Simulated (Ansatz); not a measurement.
CaGe2Au2: pressure against volume

A database entry relaxed whole under r2SCAN (I4/mmm):

```
CELL_PARAMETERS angstrom
-2.22475 2.22475 5.16122
2.22475 -2.22475 5.16122
2.22475 2.22475 -5.16122
ATOMIC_POSITIONS crystal
Ca 0.00000 0.00000 0.00000
Ge 0.38220 0.38220 0.00000
Ge 0.61780 0.61780 0.00000
Au 0.75000 0.25000 0.50000
Au 0.25000 0.75000 0.50000
```

The cell was scaled uniformly, its shape held, and the atoms relaxed at each volume with plane-wave PAW DFT (Ansatz 0.2.0; r2SCAN, 500 eV, 11×11×11 Γ-centred mesh, fermi-dirac occupations of width 0.100 eV; no spin, no spin-orbit coupling). One row is withheld.

```json
{"volume (Å³/atom)": "19.210", "energy over the lowest (meV/atom)": "22.8", "pressure (GPa)": "6.32"}
{"volume (Å³/atom)": "19.619", "energy over the lowest (meV/atom)": "9.8", "pressure (GPa)": "3.98"}
{"volume (Å³/atom)": "20.028", "energy over the lowest (meV/atom)": "2.4", "pressure (GPa)": "1.91"}
{"volume (Å³/atom)": "20.436", "energy over the lowest (meV/atom)": "0.0", "pressure (GPa)": "0.08"}
{"volume (Å³/atom)": "20.845", "energy over the lowest (meV/atom)": "?", "pressure (GPa)": "?"}
{"volume (Å³/atom)": "21.254", "energy over the lowest (meV/atom)": "7.8", "pressure (GPa)": "-2.95"}
{"volume (Å³/atom)": "21.663", "energy over the lowest (meV/atom)": "17.1", "pressure (GPa)": "-4.21"}
```

Fit the pressures of the other rows to the third-order Birch-Murnaghan form.

With f = [(V₀/V)^(2/3) − 1]/2 and P = 3B₀f(1 + 2f)^(5/2)[1 + 3(B₀′ − 4)f/2], least squares gives V₀ = 20.46 Å³ an atom, B₀ = 85.3 GPa and B₀′ = 5.3; the rows miss the fit by less than 0.01 GPa. The slope of the energies differs from these pressures by less than 0.05 GPa.

What does the withheld row hold?

The fit gives -1.53 GPa at 20.845 Å³; the run gave -1.53 GPa and 2.0 meV an atom.

Caveats: the shape of the cell was held, so B₀ is an upper bound where the axes differ in stiffness; 0 K, fixed nuclei; the symmetry was kept, and this need not be the phase that is stable at 0 K; one mesh for all volumes; pressure is positive in compression.
